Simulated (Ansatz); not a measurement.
Computed with DFT PBE, scalar-relativistic, plane waves, PAW (Ansatz 0.2.0). Settings: cutoff 420 eV, Γ-centred meshes spaced at most about 0.3 Å⁻¹, and about 0.25 Å⁻¹ or finer for metals (2π included), Gaussian smearing. No spin polarisation in the final relaxations.

Each of these unrelaxed guesses is relaxed in cell and atoms within its symmetry. A guess keeps its type if space group and coordination stay and the shape of the cell changes little (axis ratios within about 15 %, angles within 6°); the volume may change.

1. Si2I

Space group P4/nmm:1 (No. 129). a = 3.614 Å, b = 3.614 Å, c = 10.529 Å, α = 90.00°, β = 90.00°, γ = 90.00°
```
atom  site  symmetry       x       y       z
  Si    2c       4mm  0.5000  0.0000  0.7553
  Si    2c       4mm  0.5000  0.0000  0.0776
   I    2c       4mm  0.5000  0.0000  0.3665
```

2. MgTeF6

Space group P4/mmm (No. 123). a = 3.909 Å, b = 3.909 Å, c = 7.774 Å, α = 90.00°, β = 90.00°, γ = 90.00°
| atom | site | symmetry | x | y | z |
| --- | --- | --- | --- | --- | --- |
| Mg | 1a | 4/mmm | 0.0000 | 0.0000 | 0.0000 |
| Te | 1b | 4/mmm | 0.0000 | 0.0000 | 0.5000 |
| F | 1c | 4/mmm | 0.5000 | 0.5000 | 0.0000 |
| F | 1d | 4/mmm | 0.5000 | 0.5000 | 0.5000 |
| F | 4i | 2mm. | 0.5000 | 0.0000 | 0.2477 |

3. TiBH

Space group Imma (No. 74). a = 4.088 Å, b = 4.333 Å, c = 6.366 Å, α = 90.00°, β = 90.00°, γ = 90.00°
```
atom  site  symmetry       x       y       z
  Ti    4e       mm2  0.5000  0.7500  0.6239
   B    4d     .2/m. 0.7500  0.2500  0.7500
   H    4b     2/m.. 0.5000  0.5000  0.0000
```

Question: Which keep their type?

Answer: Guess 2 keeps its type.

```tsv
guess	kept	start group	end group	V start (Å³/atom)	V end	b/a and c/a, end over start	nearest neighbours start	nearest neighbours end
1	no	P4/nmm	P4/nmm	22.9	25.6	1.00, 1.11	I 5, Si 8/10	I 1, Si 5/6
2	yes	P4/mmm	P4/mmm	14.9	10.8	1.00, 1.05	F 12, Mg 12, Te 12	F 12, Mg 12, Te 12
3	no	Imma	Imma	9.4	9.2	1.13, 2.14	B 6, H 10, Ti 16	B 2, H 2, Ti 4
```

Neighbours count within 15 % of an atom's shortest distance; end groups are read at 0.02 Å (0.05 Å in metals).

Weakly bound directions are ill-defined at this level, which has no dispersion term (Si2I P4/nmm). These runs have no spin–orbit coupling, which can matter for I and Te. A magnetic state wasn't ruled out in cells without spin, among them TiBH Imma. Cells relaxed within their symmetry can be saddle points.

In counts of neighbours, a slash parts the counts of unlike sites.
